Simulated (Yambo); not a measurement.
Yambo run on PbSe (rock salt, space group Fm-3m, No. 225). The wavefunctions come from this Quantum ESPRESSO step (PBE, PseudoDojo stringent norm-conserving files, scalar-relativistic):

```
&CONTROL
  calculation = 'nscf'
  pseudo_dir = './pseudo'
  outdir = './out'
/
&SYSTEM
  ibrav = 0
  nat = 2
  ntyp = 2
  ecutwfc = 104.0
  ecutrho = 416.0
  occupations = 'fixed'
  force_symmorphic = .true.
  nbnd = 268
/
&ELECTRONS
  conv_thr = 2e-09
  diago_full_acc = .true.
  diago_thr_init = 1e-08
/
ATOMIC_SPECIES
Se 78.9710 Se.upf
Pb 207.2000 Pb.upf
CELL_PARAMETERS angstrom
  0.000000000000   3.048215385000   3.048215385000
  3.048215385000   0.000000000000   3.048215385000
  3.048215385000   3.048215385000   0.000000000000
ATOMIC_POSITIONS crystal
Se   0.500000000000   0.500000000000   0.500000000000
Pb   0.000000000000   0.000000000000   0.000000000000
K_POINTS automatic
4 4 4 0 0 0
```

Yambo input:

```
rim_cut
gw0
dyson
el_el_corr
HF_and_locXC
ppa
em1d
RandQpts= 1000000
RandGvec= 1 Ry
EXXRLvcs= 104 Ry
VXCRLvcs= 416 Ry
Chimod= "HARTREE"
% BndsRnXp
 14 | 267 |
%
NGsBlkXp= 15 Ry
% LongDrXp
 1.0 | 1.0 | 1.0 |
%
PPAPntXp= 27.2114 eV
% GbndRnge
 1 | 267 |
%
GTermKind= "BG"
DysSolver= "n"
ExtendOut
% QPkrange
 1 | 1 | 23 | 24 |
 3 | 3 | 23 | 24 |
 7 | 7 | 23 | 24 |
 8 | 8 | 23 | 24 |
%
```

k points by index: 1 = Γ, 3 = L, 7 = X, 8 = W.

The o-*.qp file then holds:

```
#    K-point    Band    Eo [eV]    E [eV]    E-Eo [eV]    Vxc [eV]    Vnlxc [eV]    Sc|Eo [eV]    Sc|E [eV]    dSc/dw|Eo [eV]    Re(Z)    Im(Z)
#
    1    23    -1.943898    -2.506769    -0.562871    -13.43497    -15.95988    1.800574    1.962034    -7.804327    0.777117    -0.001267
    1    24    4.729041    4.730030    0.989025E-3    -12.10688    -7.306154    -4.799416    -4.799740    -7.476186    0.784466    -0.001941
    3    23    0.000000    -0.359102    -0.359102    -14.48375    -15.44721    0.510814    0.604356    -7.086999    0.793370    -0.001368
    3    24    0.254987    0.003351    -0.251636    -10.47662    -7.398492    -3.389712    -3.329760    -6.485370    0.807535    -0.001339
    7    23    -3.320352    -3.974101    -0.653749    -12.26626    -15.32609    2.213708    2.406081    -8.005642    0.772674    -0.001553
    7    24    3.642167    3.326268    -0.315900    -8.562330    -4.760699    -4.191825    -4.117531    -6.402268    0.809531    -0.001367
    8    23    -0.828117    -1.286005    -0.457888    -14.35079    -16.06827    1.134919    1.259596    -7.407925    0.786015    -0.001418
    8    24    1.871200    1.740753    -0.130447    -11.30968    -7.714427    -3.757575    -3.725702    -6.654346    0.803505    -0.001462
```
(The two width columns are left out.) Convergence of these settings isn't established.

Spin-orbit coupling is not included.

Geometry relaxed with PBEsol.
